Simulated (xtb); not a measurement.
xtb single point, GFN2-xTB, vacuum, on diantimony, Sb2 (SMILES [Sb]#[Sb]), charge 0, multiplicity 1.

```
xtb m.xyz --gfn 2 --chrg 0 --uhf 0 --norestart --sp

2

Sb     1.267044    -0.018798     0.009791
Sb    -1.267044     0.018798    -0.009791
```

It prints:

```

          ...................................................
          :                      SETUP                      :
          :.................................................:
          :  # basis functions                  20          :
          :  # atomic orbitals                  18          :
          :  # shells                            6          :
          :  # electrons                        10          :
          :  max. iterations                   250          :
          :  Hamiltonian                  GFN2-xTB          :
          :  restarted?                      false          :
          :  GBSA solvation                  false          :
          :  PC potential                    false          :
          :  electronic temp.          300.0000000     K    :
          :  accuracy                    1.0000000          :
          :  -> integral cutoff          0.2500000E+02      :
          :  -> integral neglect         0.1000000E-07      :
          :  -> SCF convergence          0.1000000E-05 Eh   :
          :  -> wf. convergence          0.1000000E-03 e    :
          :  Broyden damping             0.4000000          :
          :  net charge                          0          :
          :  unpaired electrons                  0          :
          ...................................................

 iter      E             dE          RMSdq      gap      omega  full diag
   1     -4.4611379 -0.446114E+01  0.243E+01    1.36       0.0  T
   2     -4.4614231 -0.285208E-03  0.163E+01    1.37       1.0  T
   3     -4.4616437 -0.220525E-03  0.453E-01    1.39       1.0  T
   4     -4.4616439 -0.295706E-06  0.885E-02    1.39       1.0  T
   5     -4.4616440 -0.658096E-08  0.191E-03    1.39      37.0  T
   6     -4.4616440 -0.669687E-12  0.419E-04    1.39     168.7  T
   7     -4.4616440 -0.373035E-13  0.238E-06    1.39   29770.9  T

   *** convergence criteria satisfied after 7 iterations ***

         #    Occupation            Energy/Eh            Energy/eV
      -------------------------------------------------------------
         1        2.0000           -0.7251735             -19.7330
         2        2.0000           -0.6430919             -17.4994
         3        2.0000           -0.3303820              -8.9902
         4        2.0000           -0.3074970              -8.3674
         5        2.0000           -0.3074970              -8.3674 (HOMO)
         6                         -0.2563733              -6.9763 (LUMO)
         7                         -0.2563733              -6.9763
         8                         -0.1319158              -3.5896
         9                         -0.0229203              -0.6237
        10                         -0.0229203              -0.6237
       ...                                ...                  ...
        18                          0.9960093              27.1028
      -------------------------------------------------------------
                  HL-Gap            0.0511236 Eh            1.3911 eV
             Fermi-level           -0.2819352 Eh           -7.6718 eV


         :::::::::::::::::::::::::::::::::::::::::::::::::::::
         ::                     SUMMARY                     ::
         :::::::::::::::::::::::::::::::::::::::::::::::::::::
         :: total energy              -4.452056737977 Eh    ::
         :: gradient norm              0.000065332332 Eh/a0 ::
         :: HOMO-LUMO gap              1.391144803888 eV    ::
         ::.................................................::
         :: SCC energy                -4.461643954879 Eh    ::
         :: -> isotropic ES           -0.000031129409 Eh    ::
         :: -> anisotropic ES          0.000024084383 Eh    ::
         :: -> anisotropic XC         -0.003549502553 Eh    ::
         :: -> dispersion             -0.001332417515 Eh    ::
         :: repulsion energy           0.009587216902 Eh    ::
         :: add. restraining           0.000000000000 Eh    ::
         :: total charge               0.000000000000 e     ::
         :::::::::::::::::::::::::::::::::::::::::::::::::::::

           -------------------------------------------------
          |                Property Printout                |
           -------------------------------------------------

    * Orbital Energies and Occupations

         #    Occupation            Energy/Eh            Energy/eV
      -------------------------------------------------------------
         1        2.0000           -0.7251735             -19.7330
         2        2.0000           -0.6430919             -17.4994
         3        2.0000           -0.3303820              -8.9902
         4        2.0000           -0.3074970              -8.3674
         5        2.0000           -0.3074970              -8.3674 (HOMO)
         6                         -0.2563733              -6.9763 (LUMO)
         7                         -0.2563733              -6.9763
         8                         -0.1319158              -3.5896
         9                         -0.0229203              -0.6237
        10                         -0.0229203              -0.6237
        11                          0.0393395               1.0705
        12                          0.0393395               1.0705
        13                          0.0703769               1.9151
        14                          0.0703769               1.9151
        15                          0.0937641               2.5515
        16                          0.0937641               2.5515
       ...                                ...                  ...
        18                          0.9960093              27.1028
      -------------------------------------------------------------
                  HL-Gap            0.0511236 Eh            1.3911 eV
             Fermi-level           -0.2819352 Eh           -7.6718 eV

     #   Z          covCN         q      C6AA      α(0)
     1  51 Sb       0.976     0.000   455.807    42.557
     2  51 Sb       0.976    -0.000   455.807    42.557

 Mol. C6AA /au·bohr⁶  :       1823.228198
 Mol. C8AA /au·bohr⁸  :     195656.404437
 Mol. α(0) /au        :         85.114617

Wiberg/Mayer (AO) data.
largest (>0.10) Wiberg bond orders for each atom

 ---------------------------------------------------------------------------
     #   Z sym  total        # sym  WBO       # sym  WBO       # sym  WBO
 ---------------------------------------------------------------------------
     1  51 Sb   3.117 --     2 Sb   3.117
     2  51 Sb   3.117 --     1 Sb   3.117
 ---------------------------------------------------------------------------


molecular dipole:
                 x           y           z       tot (Debye)
 q only:        0.000      -0.000       0.000
   full:        0.000      -0.000       0.000       0.000
molecular quadrupole (traceless):
                xx          xy          yy          xz          yz          zz
 q only:        0.000      -0.000      -0.000       0.000      -0.000      -0.000
  q+dip:        0.993      -0.022      -0.496       0.012      -0.000      -0.497
   full:       -3.793       0.084       1.896      -0.044       0.001       1.897

           -------------------------------------------------
          | TOTAL ENERGY               -4.452056737977 Eh   |
          | GRADIENT NORM               0.000065332332 Eh/α |
          | HOMO-LUMO GAP               1.391144803888 eV   |
           -------------------------------------------------
```

The total energy is -121.15 eV.
